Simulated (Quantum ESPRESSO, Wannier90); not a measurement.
## Wannier functions of Cu3Sn (Fm-3m)

Materials Project entry mp-838; symmetrised, unrelaxed at this level. Not found in the COD (Crystallography Open Database) copy used, which has the formula in other groups; not checked further. Method: LDA plane waves in Quantum ESPRESSO 7.5 (PseudoDojo norm-conserving files, 74 Ry, no spin polarisation, no spin-orbit coupling), Bloch states on a 6×6×6 mesh through Γ, Wannier90 4.0.1. Density: 12×12×12 mesh, cold smearing 0.01 Ry. Spin-orbit coupling is left out although heavy elements are present.

```
begin unit_cell_cart
ang
    0.0000000000    3.0830250000    3.0830250000
    3.0830250000    0.0000000000    3.0830250000
    3.0830250000    3.0830250000    0.0000000000
end unit_cell_cart
mp_grid = 6 6 6
```

Question: Which shells of neighbouring k-points and which b-vectors and weights does Wannier90 pick for this cell and mesh?

Answer: 
```
 *---------------------------------- K-MESH ----------------------------------*
 +----------------------------------------------------------------------------+
 |                    Distance to Nearest-Neighbour Shells                    |
 |                    ------------------------------------                    |
 |          Shell             Distance (Ang^-1)          Multiplicity         |
 |          -----             -----------------          ------------         |
 |             1                   0.294159                      8            |
 |             2                   0.339666                      6            |
 |             3                   0.480360                     12            |
 |             4                   0.563272                     24            |
 |             5                   0.588318                      8            |
 |             6                   0.679331                      6            |
 |             7                   0.740284                     24            |
 |             8                   0.759515                     24            |
       ... (lines left out)
 +----------------------------------------------------------------------------+
 | The b-vectors are chosen automatically                                     |
 | The following shells are used:                       1                     |
 +----------------------------------------------------------------------------+
 |                        Shell   # Nearest-Neighbours                        |
 |                        -----   --------------------                        |
 |                          1               8                                 |
 +----------------------------------------------------------------------------+
 | Completeness relation is fully satisfied [Eq. (B1), PRB 56, 12847 (1997)]  |
 +----------------------------------------------------------------------------+
 |                  b_k Vectors (Ang^-1) and Weights (Ang^2)                  |
 |                  ----------------------------------------                  |
 |            No.         b_k(x)      b_k(y)      b_k(z)        w_b           |
 |            ---        --------------------------------     --------        |
 |             1         0.169833    0.169833   -0.169833     4.333780        |
 |             2         0.169833   -0.169833    0.169833     4.333780        |
 |             3        -0.169833    0.169833    0.169833     4.333780        |
 |             4         0.169833    0.169833    0.169833     4.333780        |
 |             5        -0.169833   -0.169833    0.169833     4.333780        |
 |             6        -0.169833    0.169833   -0.169833     4.333780        |
 |             7         0.169833   -0.169833   -0.169833     4.333780        |
 |             8        -0.169833   -0.169833   -0.169833     4.333780        |
```
